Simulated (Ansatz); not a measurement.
Input file for Ansatz (a first-principles code):

Ansatz 0.2 input:
```yaml
crystal:
  lattice:
    - [-1.6263610252, 1.6263610252, 1.6263610252]
    - [1.6263610252, -1.6263610252, 1.6263610252]
    - [1.6263610252, 1.6263610252, -1.6263610252]
  atoms:
    - { symbol: Ta, position: [0.0, 0.0, 0.0] }
kpoints:
  mp_grid: { grid: [37, 37, 37] }
hamiltonian:
  xc: lda
  pseudopotentials: { azcp: { folder: ./paw }, kind: paw }
scf:
  occupations: { method: fermi_dirac, width: 0.1 }
elastic: { mode: relaxed_ion, stencil: two_point, amplitude: 0.005, f_tol: 0.0005 }
```

Output (shortened):

```
Pseudopotential: Ta, paw, valence charge 13
Functional definition: SPW92
Crystal: 1 atoms, lattice volume = 17.207 Å³
Basis set: ecut = 420 eV, 321 PW (Γ)
Bands: 11, of which v1, the nominal top of the filled ones, is band 7 counted from 1 (6 counted from 0)
Symmetry: 48 space group operations
Space group: Im-3m (ITA 229), of the structure as read, at distance tolerance 2.6e-5 Å
k-points: 1330 of 50653
SCF iter   1: F=—  HF=-9683.488295 eV  |F-HF|=—  |Δ(HF+E_count)|=         —  Δρ=3.86e-2  dr2=2.54e-1  ethr=3.10e-3  ⟨swp⟩=5.0  Hψ=75501  notcnv=0
preconditioner: auto → none
SCF iter   2: F=—  HF=-9683.386107 eV  |F-HF|=—  |Δ(HF+E_count)|=   1.02e-1  Δρ=1.38e-2  dr2=1.68e-2  ethr=1.95e-3  ⟨swp⟩=2.6  Hψ=33919  notcnv=0  defer=61
SCF iter   3: F=—  HF=-9683.382825 eV  |F-HF|=—  |Δ(HF+E_count)|=   3.28e-3  Δρ=3.98e-3  dr2=8.72e-4  ethr=1.29e-4  ⟨swp⟩=2.3  Hψ=18562  notcnv=0  defer=61
SCF iter   4: F=—  HF=-9683.382833 eV  |F-HF|=—  |Δ(HF+E_count)|=   7.91e-6  Δρ=1.10e-4  dr2=4.68e-7  ethr=6.71e-6  ⟨swp⟩=1.0  Hψ=14569  notcnv=0  defer=61
SCF iter   5: F=—  HF=-9683.382834 eV  |F-HF|=—  |Δ(HF+E_count)|=   3.45e-7  Δρ=1.78e-5  dr2=1.17e-8  ethr=3.60e-9  ⟨swp⟩=2.0  Hψ=23525  notcnv=0  defer=61
SCF iter   6: F=—  HF=-9683.382834 eV  |F-HF|=—  |Δ(HF+E_count)|=   3.71e-9  Δρ=1.05e-6  dr2=5.03e-11  ethr=9.01e-11  ⟨swp⟩=2.1  Hψ=18117  notcnv=0  defer=61
SCF iter   7: F=-9683.382834 eV  HF=-9683.382834 eV  |F-HF|=0.00e0  |Δ(HF+E_count)|=  2.55e-11  Δρ=4.32e-8  dr2=6.71e-14  ethr=1.00e-12  ⟨swp⟩=3.4  Hψ=61976  notcnv=0
the search or the solves at the SCF's close seem to have found levels that the self-consistency loop had missed (the run counts 2) …
SCF 1 converged in 7 iterations: F = -9683.382834 eV  dr2 = 6.71e-14
Crystal: 1 atoms, lattice volume = 17.121 Å³
Symmetry: 16 space group operations
k-points: 3610 of 50653
iter 1 solved again at ethr=1.12e-7 eV; its pass at ethr=3.10e-3 eV (dr2=1.45e-5 eV) is discarded
SCF iter   1: F=—  HF=-9683.382279 eV  |F-HF|=—  |Δ(HF+E_count)|=         —  Δρ=4.27e-4  dr2=1.41e-5  ethr=1.12e-7  ⟨swp⟩=2.0  Hψ=268520  notcnv=0  defer=78
preconditioner: auto → none
SCF iter   2: F=—  HF=-9683.382276 eV  |F-HF|=—  |Δ(HF+E_count)|=   3.13e-6  Δρ=1.98e-4  dr2=2.70e-6  ethr=1.08e-7  ⟨swp⟩=1.0  Hψ=39566  notcnv=0  defer=78
SCF iter   3: F=—  HF=-9683.382275 eV  |F-HF|=—  |Δ(HF+E_count)|=   5.53e-7  Δρ=1.38e-5  dr2=1.71e-8  ethr=2.07e-8  ⟨swp⟩=1.0  Hψ=39566  notcnv=0  defer=78
SCF iter   4: F=—  HF=-9683.382275 eV  |F-HF|=—  |Δ(HF+E_count)|=   2.37e-7  Δρ=1.70e-6  dr2=2.46e-10  ethr=1.31e-10  ⟨swp⟩=2.0  Hψ=57203  notcnv=0  defer=78
SCF iter   5: F=—  HF=-9683.382275 eV  |F-HF|=—  |Δ(HF+E_count)|=  5.64e-11  Δρ=4.62e-7  dr2=9.37e-12  ethr=1.89e-12  ⟨swp⟩=2.5  Hψ=64551  notcnv=0  defer=78
SCF iter   6: F=-9683.382275 eV  HF=-9683.382275 eV  |F-HF|=1.82e-12  |Δ(HF+E_count)|=    0.00e0  Δρ=3.91e-8  dr2=6.60e-14  ethr=1.00e-12  ⟨swp⟩=3.7  Hψ=144896  notcnv=0
SCF 2 converged in 6 iterations: F = -9683.382275 eV  dr2 = 6.60e-14
Crystal: 1 atoms, lattice volume = 17.293 Å³
iter 1 solved again at ethr=1.58e-10 eV; its pass at ethr=3.10e-3 eV (dr2=2.05e-8 eV) is discarded
SCF iter   1: F=—  HF=-9683.382579 eV  |F-HF|=—  |Δ(HF+E_count)|=         —  Δρ=6.05e-5  dr2=2.10e-8  ethr=1.58e-10  ⟨swp⟩=2.1  Hψ=257807  notcnv=0  defer=44
preconditioner: auto → none
SCF iter   2: F=—  HF=-9683.382579 eV  |F-HF|=—  |Δ(HF+E_count)|=   2.00e-7  Δρ=3.02e-5  dr2=4.71e-9  ethr=1.58e-10  ⟨swp⟩=1.0  Hψ=39575  notcnv=0  defer=44
SCF iter   3: F=—  HF=-9683.382579 eV  |F-HF|=—  |Δ(HF+E_count)|=   6.68e-8  Δρ=1.04e-6  dr2=1.20e-11  ethr=3.62e-11  ⟨swp⟩=1.0  Hψ=39575  notcnv=0  defer=44
SCF iter   4: F=—  HF=-9683.382579 eV  |F-HF|=—  |Δ(HF+E_count)|=  7.82e-11  Δρ=1.48e-7  dr2=3.46e-13  ethr=9.25e-14 (applied; sched 1.00e-12)  ⟨swp⟩=2.0  Hψ=63330  notcnv=0  defer=133
SCF iter   5: F=-9683.382579 eV  HF=-9683.382579 eV  |F-HF|=3.64e-12  |Δ(HF+E_count)|=    0.00e0  Δρ=1.58e-8  dr2=4.09e-15  ethr=1.00e-12  ⟨swp⟩=4.0  Hψ=120366  notcnv=0
SCF 3 converged in 5 iterations: F = -9683.382579 eV  dr2 = 4.09e-15
Crystal: 1 atoms, lattice volume = 17.207 Å³
Symmetry: 8 space group operations
k-points: 6859 of 50653
iter 1 solved again at ethr=3.22e-7 eV; its pass at ethr=3.10e-3 eV (dr2=4.19e-5 eV) is discarded
SCF iter   1: F=—  HF=-9683.382762 eV  |F-HF|=—  |Δ(HF+E_count)|=         —  Δρ=6.71e-4  dr2=6.11e-5  ethr=3.22e-7  ⟨swp⟩=2.0  Hψ=494577  notcnv=0  defer=124
preconditioner: auto → none
SCF iter   2: F=—  HF=-9683.382740 eV  |F-HF|=—  |Δ(HF+E_count)|=   2.26e-5  Δρ=2.13e-4  dr2=3.62e-6  ethr=3.22e-7  ⟨swp⟩=2.2  Hψ=108373  notcnv=0  defer=124
SCF iter   3: F=—  HF=-9683.382739 eV  |F-HF|=—  |Δ(HF+E_count)|=   1.28e-6  Δρ=5.10e-5  dr2=1.29e-7  ethr=2.78e-8  ⟨swp⟩=1.0  Hψ=75581  notcnv=0  defer=124
SCF iter   4: F=—  HF=-9683.382739 eV  |F-HF|=—  |Δ(HF+E_count)|=   1.98e-7  Δρ=8.85e-7  dr2=6.14e-11  ethr=9.93e-10  ⟨swp⟩=1.1  Hψ=75834  notcnv=0  defer=124
SCF iter   5: F=—  HF=-9683.382739 eV  |F-HF|=—  |Δ(HF+E_count)|=  1.82e-12  Δρ=2.69e-7  dr2=6.45e-12  ethr=4.72e-13 (applied; sched 1.00e-12)  ⟨swp⟩=2.1  Hψ=122660  notcnv=0  defer=223
SCF iter   6: F=—  HF=-9683.382739 eV  |F-HF|=—  |Δ(HF+E_count)|=  3.64e-12  Δρ=4.41e-8  dr2=1.51e-13  ethr=4.96e-14 (applied; sched 1.00e-12)  ⟨swp⟩=2.7  Hψ=110730  notcnv=0  defer=228
SCF iter   7: F=-9683.382739 eV  HF=-9683.382739 eV  |F-HF|=5.46e-12  |Δ(HF+E_count)|=  1.82e-12  Δρ=1.09e-8  dr2=2.13e-14  ethr=1.00e-12  ⟨swp⟩=4.0  Hψ=209104  notcnv=0
SCF 4 converged in 7 iterations: F = -9683.382739 eV  dr2 = 2.13e-14
Crystal: 1 atoms, lattice volume = 17.207 Å³
iter 1 solved again at ethr=1.78e-10 eV; its pass at ethr=3.10e-3 eV (dr2=2.31e-8 eV) is discarded
SCF iter   1: F=—  HF=-9683.382739 eV  |F-HF|=—  |Δ(HF+E_count)|=         —  Δρ=4.23e-5  dr2=2.30e-8  ethr=1.78e-10  ⟨swp⟩=2.2  Hψ=483187  notcnv=0  defer=70
preconditioner: auto → none
SCF iter   2: F=—  HF=-9683.382739 eV  |F-HF|=—  |Δ(HF+E_count)|=   8.84e-8  Δρ=2.09e-5  dr2=3.91e-9  ethr=1.77e-10  ⟨swp⟩=1.0  Hψ=75219  notcnv=0  defer=70
SCF iter   3: F=—  HF=-9683.382739 eV  |F-HF|=—  |Δ(HF+E_count)|=   2.98e-8  Δρ=2.70e-6  dr2=8.33e-11  ethr=3.00e-11  ⟨swp⟩=1.0  Hψ=75219  notcnv=0  defer=70
SCF iter   4: F=—  HF=-9683.382739 eV  |F-HF|=—  |Δ(HF+E_count)|=  4.87e-10  Δρ=3.69e-7  dr2=8.60e-13  ethr=6.40e-13 (applied; sched 1.00e-12)  ⟨swp⟩=2.7  Hψ=116938  notcnv=0  defer=159
SCF iter   5: F=-9683.382739 eV  HF=-9683.382739 eV  |F-HF|=3.64e-12  |Δ(HF+E_count)|=  1.09e-11  Δρ=3.33e-8  dr2=2.43e-14  ethr=1.00e-12  ⟨swp⟩=4.0  Hψ=214860  notcnv=0
SCF 5 converged in 5 iterations: F = -9683.382739 eV  dr2 = 2.43e-14
SCF converged after 7 iterations
Free energy (F): -9683.382834 eV
Harris-Foulkes:  -9683.382834 eV  (|F-HF|=0.00e0)
Internal energy: -9683.341117 eV  (E = F + TS)
E sigma→0 (E₀):  -9683.361975 eV
Entropy (-TS):   -0.041717 eV (-41.717 meV/atom)
Fermi energy:    19.138634 eV
--- Per-component energies (eV) ---
  E_band       = -96.296228
  E_kinetic    = 395.888991
  E_local      = -526.812026  (includes V_loc(G=0)·N_el)
  E_nonlocal   = -5.835157
  E_hartree    = 191.556625
  E_xc         = -319.282067
  E_vxc        = -235.035791  (∫ρ·V_xc dr)
  E_paw        = -8057.761329  (= ΣΔE_a)
  E_vpaw       = -107.615591  (= ΣTr[D̂ρ^β])
  E_aug_tail   = 0.000100  (compensation charges beyond the density's cutoff)
  E_ewald      = -1361.355250
  E_core_change = 0.258997  (= ΣΔE_core)
  E_smearing   = -0.041717  (= −TS)
  E_closure    = 0.000000  (closes the sum)
  Σ components = -9683.382834   (vs F -9683.382834, Δ=0.00e0)
  [band-id]    e_kinetic+e_local+e_nonlocal+2·e_hartree+e_vxc+e_vpaw+e_augmentation_tail = -96.296224   (vs E_band -96.296228, Δ=3.86e-6)
--- Forces (eV/Å), atoms counted from 1 ---
  atom   1  Ta     0.00000000     0.00000000     0.00000000
  max |Σ_I F_I| component: 0.0 eV/Å
--- Stress (GPa, compression-positive) ---
        0.275787       0.000000       0.000000
        0.000000       0.275787       0.000000
        0.000000       0.000000       0.275787
  P = ⅓ Tr σ = 0.2758 GPa (2.758 kbar)
--- Band table (eV; the first three rows and the last of 1330) ---
  k-point 0: bands = ["-47.8304", "-13.6780", "-13.6780", "-13.6780", "11.0846", "19.8097", "19.8097", "19.8097", "23.2326", "23.2326", "33.9946"]
  k-point 1: bands = ["-47.8294", "-13.6889", "-13.6813", "-13.6781", "11.1196", "19.7866", "19.8042", "19.8438", "23.1916", "23.2323", "34.0273"]
  k-point 2: bands = ["-47.8263", "-13.7212", "-13.6911", "-13.6783", "11.2237", "19.7189", "19.7856", "19.9459", "23.0788", "23.2319", "34.1224"]
  k-point 1329: bands = ["-47.5832", "-14.6312", "-14.6292", "-14.6292", "15.0532", "15.0584", "26.1641", "26.1641", "26.2896", "28.1535", "28.3778"]
--- Elastic constants: 2 strain directions × 2 members + reference (group order 48) ---
  dense FFT box of the reference and of every strained cell: 20×20×20
  strains applied: 11, 23; error gains: componentwise 1.00 (the most a stress slope's error grows in a printed constant), spectral 1.73 (1 for all six strains …
  C = ∂σ_k/∂η_j (tension-positive GPa; Voigt order 11 22 33 23 13 12):
       302.760    175.808    175.808      0.000      0.000      0.000
       175.808    302.760    175.808      0.000      0.000      0.000
       175.808    175.808    302.760      0.000      0.000      0.000
         0.000      0.000      0.000     70.530      0.000      0.000
         0.000      0.000      0.000      0.000     70.530      0.000
         0.000      0.000      0.000      0.000      0.000     70.530
  reference stress σ⁰ (GPa):     -0.276     -0.276     -0.276      0.000      0.000      0.000
  C* (energy form; C + prestress term) asymmetry max|C*_kj − C*_jk| = 1.137e-13 GPa — a small one proves nothing (zero by symmetry where the batch's group is …
  moduli (Voigt/Reuss/Hill, GPa): K = 218.13/218.13/218.13   G = 67.71/67.53/67.62   E = 183.86   ν = 0.360
  mechanically stable: yes (min eigenvalue of sym C = 70.53 GPa)
  where every solve meets its electron count the energy-path curvature estimates C_jj along a normal strain and C_jj − ¼(σ⁰_aa + σ⁰_bb) along a shear (ab), of …
  strain η (Voigt 11):  stress-route row diagonal C_11 = 302.76 GPa, energy-path curvature d²(F+E_count+ΔE)/dδ²/Ω₀ = 302.76 GPa
         δ    σ_11 (GPa)             F (eV)   n_scf  n_hpsi   n_pw
    -5.000e-3      -1.8113       -9683.3822751       6  657622    370   relax 0 steps, max|allowed force component| 0.00e0 eV/Å
     5.000e-3       1.2163       -9683.3825792       5  563975    370   relax 0 steps, max|allowed force component| 0.00e0 eV/Å
  strain η (Voigt 23):  stress-route row diagonal C_44 = 70.53 GPa, energy-path curvature d²(F+E_count+ΔE)/dδ²/Ω₀ = 70.68 GPa
         δ    σ_23 (GPa)             F (eV)   n_scf  n_hpsi   n_pw
    -5.000e-3      -0.3527       -9683.3827387       7  1279167    370   relax 0 steps, max|allowed force component| 0.00e0 eV/Å
     5.000e-3       0.3527       -9683.3827387       5  1047729    370   relax 0 steps, max|allowed force component| 0.00e0 eV/Å
```

Cost: around 2.5 core-minutes (rough) on shared cores.

Symmetry was held in the LDA relaxation. No spin polarisation was allowed. As this level gives no gap, shear constants depend on the k-mesh and smearing (Fermi–Dirac, 0.1 eV here). Scalar-relativistic: spin–orbit coupling is off unless named, which matters more the heavier the elements.

Potentials: the earlier of the program's two PAW sets.

Ansatz is a plane-wave DFT program.
